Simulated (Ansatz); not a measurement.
RuW:
```yaml
crystal:
  lattice:
    - [0.00000, 2.54978, 2.54978]
    - [2.54978, 0.00000, 2.54978]
    - [2.54978, 2.54978, 0.00000]
  atoms:
    - { symbol: Ru, position: [0.00000, 0.00000, 0.00000] }
    - { symbol: W, position: [0.50000, 0.50000, 0.50000] }
```

Relaxed with r²SCAN. Special points in fractions of this cell's reciprocal vectors: Γ (0.000, 0.000, 0.000); X (0.500, 0.000, 0.500); U (0.625, 0.250, 0.625); K (0.375, 0.375, 0.750); L (0.500, 0.500, 0.500); W (0.500, 0.250, 0.750).

**Question.** List the band energies nearest the Fermi level at these points for r²SCAN in the plane-wave PAW code Ansatz.

**Answer.** In eV from the Fermi level; about four levels below and three above (degenerate sets whole), none deeper than 8.9 eV; points with the same levels are listed once.

```csv
k,below,above
Γ,-5.62 -5.62 -4.91 -4.91 -4.91,3.15 3.15 3.15
X,-3.70 -1.04 -1.04 -0.82,1.37 1.37 3.33
U,-3.81 -3.73 -3.25 -1.58,0.41 1.29 1.41
L,-1.73 -1.73 -1.43 -1.43,0.60 0.60 0.96
W,-4.18 -1.80 -1.19 -1.00,1.31 1.49 1.49
```

Space group Fm-3m (rock salt). The start of the workflow was typed in or built on a structure type; neither database checked (COD, Materials Project) lists it. Whether it is the stable phase at ambient conditions was not checked. Symmetry was held in the r²SCAN relaxation. At this level the phase is mechanically unstable. No spin polarisation was allowed. Its formation energy is positive at this level, so the cell may be metastable or incomplete. Scalar-relativistic: spin–orbit coupling is off unless named, which matters more the heavier the elements.

Potentials: the earlier of the program's two PAW sets.
